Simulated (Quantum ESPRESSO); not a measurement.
# Ga2RhAlScZr2Pd: different elements on one site, starting from this cell

Simulated, not a measurement. The program is pw.x of Quantum ESPRESSO 7.5 (plane-wave density functional theory). The cell is made up: eight metal atoms on a face-centred cubic lattice, with elements, volume, strain and displacements drawn at random and not relaxed, so it may be unstable or far from any real phase. PseudoDojo standard norm-conserving files set the functional (PBE unless stated); there is no spin polarisation or spin-orbit coupling, the Fermi-Dirac width of 0.25 eV means electrons at about 2900 K, and the masses in the input are unused placeholders. Heavy elements are run without spin-orbit coupling, which real alloys of them have. A spin test at this wide smearing found no moment, but such smearing suppresses magnetism that the real alloy may have.

The runs put different elements on site 2. Cell, positions, cutoff, mesh and smearing stay as in the input of run 1; sites are counted in its order. Stress in the tables is positive in tension.

Input of run 1:

```
&control calculation='scf', pseudo_dir='./dojo.nc.sr.pbe.v0_5.standard.upf', outdir='./o', disk_io='minimal', tprnfor=.true., tstress=.true. /
&system ibrav=0, nat=8, ntyp=6, nbnd=64, ecutwfc=87.97787729, nosym=.true., tot_charge=0,
 occupations='smearing', smearing='fd', degauss=0.0183746611
/
&electrons conv_thr=1.470e-08, electron_maxstep=70, mixing_beta=0.5 /
ATOMIC_SPECIES
Al 1.0 Al.upf
Ga 1.0 Ga.upf
Pd 1.0 Pd.upf
Rh 1.0 Rh.upf
Sc 1.0 Sc.upf
Zr 1.0 Zr.upf
CELL_PARAMETERS angstrom
-0.0347 4.3985 -0.0025
-4.3201 0.0372 -4.2283
-4.357 0.0322 4.2652
ATOMIC_POSITIONS angstrom
Ga -0.0108 -0.0336 0.1196
Rh -2.1453 -0.1553 2.0517
Al -2.2374 0.0701 -2.1204
Sc -4.3901 0.0032 0.0289
Ga -2.1864 2.2724 -0.0401
Zr -4.336 2.269 2.1536
Zr -4.4107 2.2412 -1.959
Pd -6.4992 2.2143 -0.1175
K_POINTS automatic
5 4 4 1 1 1
```

```
run  elements on sites 1 to 8  -TS (eV)  pressure (GPa)  stress xx (GPa)  stress yy (GPa)  stress zz (GPa)  stress yz (GPa)  stress xz (GPa)  stress xy (GPa)  iterations
  1   Ga Rh Al Sc Ga Zr Zr Pd    -1.392           -9.93            12.79            10.25             6.74             0.37             0.20            -0.12          18
  2   Ga In Al Sc Ga Zr Zr Pd    -1.170           -3.38             3.61             5.07             1.45            -0.17            -0.18            -0.43          17
  3   Ga Hf Al Sc Ga Zr Zr Pd    -1.434           -3.39             2.84             4.92             2.40            -0.27            -2.45            -0.59          16
  4   Ga Au Al Sc Ga Zr Zr Pd    -1.263           -6.73             8.44             7.09             4.65             0.21             0.39            -0.25          17
  5   Ga Al Al Sc Ga Zr Zr Pd    -1.183           -7.05             7.60             9.02             4.52            -0.18            -0.23            -0.32          17
```

Forces Fx Fy Fz (eV/Å):

```
site              run 1              run 2             run 3             run 4             run 5
   1    0.16 0.14 -0.24    0.61 0.18 -0.44   0.57 0.16 -0.51   0.36 0.19 -0.32   0.42 0.15 -0.30
   2   -0.05 0.12 -0.16    -0.50 1.20 0.68   -0.40 1.32 0.58   -0.25 0.56 0.04   -0.33 0.66 0.61
   3   0.29 -0.06 -0.35   0.29 -0.05 -0.32   0.30 0.00 -0.16  0.27 -0.06 -0.36  0.29 -0.05 -0.31
   4    -0.22 0.23 0.26    -0.35 0.32 0.31   -0.13 0.32 0.43   -0.35 0.29 0.20   -0.31 0.29 0.33
   5   -0.26 -0.03 0.52  -0.33 -0.33 -0.32  -0.37 -0.34 0.31  -0.29 -0.17 0.05  -0.32 -0.18 0.11
   6    0.28 -0.10 0.92   -0.76 -0.70 1.12  -0.71 -0.75 0.62  -0.39 -0.35 1.14  -0.19 -0.50 1.06
   7  -0.17 -0.11 -1.65   1.10 -0.55 -1.85  0.95 -0.57 -1.82  0.58 -0.31 -1.60  0.51 -0.41 -1.93
   8   -0.02 -0.18 0.68   -0.06 -0.08 0.83  -0.21 -0.13 0.55   0.07 -0.15 0.84   -0.07 0.04 0.43
```

Energies are left out, as each element's file has its own zero. A rerun of one cell of this series at a higher cutoff and on a denser mesh moved values by no more than 0.003 eV in energy, 0.02 GPa in stress and 0.007 eV/Å in force, and a second program with other atomic files agreed on that cell to 2 % rms in force and 0.5 GPa in pressure.